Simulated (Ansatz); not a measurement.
Relaxed-ion elastic tensor of ReW (CsCl type, Pm-3m) in GPa (Voigt order), r²SCAN (plane waves, PAW; program Ansatz); density 20.03 g/cm³, 15.34 Å³ per atom.

```
517  269  269  0.0  0.0  0.0
269  517  269  0.0  0.0  0.0
269  269  517  0.0  0.0  0.0
0.0  0.0  0.0  182  0.0  0.0
0.0  0.0  0.0  0.0  182  0.0
0.0  0.0  0.0  0.0  0.0  182
```

**Question.** Is the crystal mechanically stable?

**Answer.** Yes: the smallest eigenvalue of C is 182 GPa.

**Question.** Work out the Voigt, Reuss and Hill averages.

**Answer.** K_V = 352, K_R = 352, K_H = 352; G_V = 159, G_R = 154, G_H = 156 GPa.

**Question.** Give Young's modulus, Poisson's ratio, Pugh's ratio and the universal anisotropy index.

**Answer.** E = 9KG/(3K + G) = 409 GPa; ν = 0.31; K/G = 2.25 (ductile by the Pugh limit of 1.75); A_U = 5G_V/G_R + K_V/K_R − 6 = 0.18.

**Question.** Estimate the sound speeds and the Debye temperature.

**Answer.** v_l = √((K + 4G/3)/ρ) = 5290 m/s, v_t = √(G/ρ) = 2790 m/s, mean 3120 m/s; Θ = (h/k)(3n/4πV)^(1/3) v_m = 374 K.

**Question.** Give the Zener ratio and Young's modulus along [100], [110] and [111].

**Answer.** A = 2C44/(C11 − C12) = 1.47; 1/E = S11 − 2(S11 − S12 − S44/2)Γ with Γ = 0, 1/4, 1/3 gives 334, 424, 466 GPa.

**Question.** Solve the Christoffel equation for the three sound speeds along [100], [110], [111].

**Answer.** Eigenvalues of C_ijkl n_j n_l equal ρv². In km/s, slowest first: [100] 3.02, 3.02, 5.08; [110] 2.49, 3.02, 5.36; [111] 2.68, 2.68, 5.45.

The cell is a constructed one: a structure type filled with these elements; neither database checked (COD, Materials Project) lists it. Whether it is the stable phase at ambient conditions was not checked. The r²SCAN relaxation kept the symmetry of its start; its stability against distortions is not shown here. The run is not spin-polarised. As this level gives no gap, shear constants depend on the k-mesh and smearing (Fermi–Dirac, 0.1 eV here). Scalar-relativistic: spin–orbit coupling is off unless named, which matters more the heavier the elements.

Potentials: the later of the program's two PAW sets.
